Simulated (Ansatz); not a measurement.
Tl, bcc: geometry optimisation

Method: DFT, BLYP, plane waves (420 eV) with PAW, scalar-relativistic in Ansatz. The PAW files were generated under PBE, with cores re-solved for the functional.

k-point mesh 12×12×12, Fermi-Dirac smearing 0.1 eV, no spin polarisation. Cell and atoms relax.

Starting structure:

```
Tl
1.0
    -1.91378    1.91378    1.91378
     1.91378   -1.91378    1.91378
     1.91378    1.91378   -1.91378
Tl
1
Direct
  0.00000 0.00000 0.00000
```

**Question.** The pressure at the start is 8.0 GPa. By how much does the volume change?

**Answer.** From 28.04 to 35.55 Å³ per atom, 26.8 %. The final cell has a = 4.143 Å.

**Question.** How much energy does the relaxation gain?

**Answer.** 146.4 meV per atom.
